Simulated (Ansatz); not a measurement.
# GePd: from a starting cell to a relaxed one

The start is a generated cell, GePd placed in the NiAs structure type. The cell and all atomic positions are relaxed at zero pressure with r2SCAN (plane waves to 500 eV, PAW, scalar-relativistic; Ansatz, an electronic-structure program). The first steps use a 10×10×6 k-mesh.

The start:
```
GePd
1.0
    3.89119     0.00000     0.00000
   -1.94560     3.36987     0.00000
    0.00000     0.00000     5.42337
Pd Ge
2 2
Direct
  0.00000   0.00000   0.00000
  0.00000   0.00000   0.50000
  0.33333   0.66667   0.25000
  0.66667   0.33333   0.75000
```

| Quantity | Result |
|---|---|
| Initial pressure | -5.9 GPa (negative: the cell is under tension) |
| Outcome | The space group stays P6₃/mmc (No. 194) (the run could not lower it); the end is NiAs type, with 4 atoms in the primitive cell |
| Energy released | 0.02 eV/atom |
| Volume change | -5.3 %, from 17.78 to 16.84 Å³/atom |
| Shortest distances (start → end) | The closest pairs of elements (up to four, under 3.6 Å), start → end: Ge–Pd 2.62 → 2.57 Å; Pd–Pd 2.71 → 2.85 Å; Ge–Ge 3.52 → 3.56 Å |
| Band gap at the end | zero (metallic) |
| Optimiser moves | 12 |

Final structure:

Space group P6₃/mmc (No. 194); a = b = 3.693 Å, c = 5.703 Å, α = β = 90.00°, γ = 120.00°

```json
[
 {"atom": "Pd", "site": "2a", "symmetry": "-3m.", "x": "0.0000", "y": "0.0000", "z": "0.0000"},
 {"atom": "Ge", "site": "2c", "symmetry": "-6m2", "x": "0.3333", "y": "0.6667", "z": "0.2500"}
]
```

Final values are on a 15×15×8 k-mesh of the relaxed cell. No spin polarisation in the result.

The run could not lose the symmetry of its start: the end is stationary, and may be a saddle point rather than a minimum.

All atoms sit on sites fixed by symmetry, so only the cell could relax.

The relaxed structure here is a generated cell of GePd: the first start was made by placing the elements on the sites of a structure type, and the end was not matched to a known phase here, so it may be hypothetical.
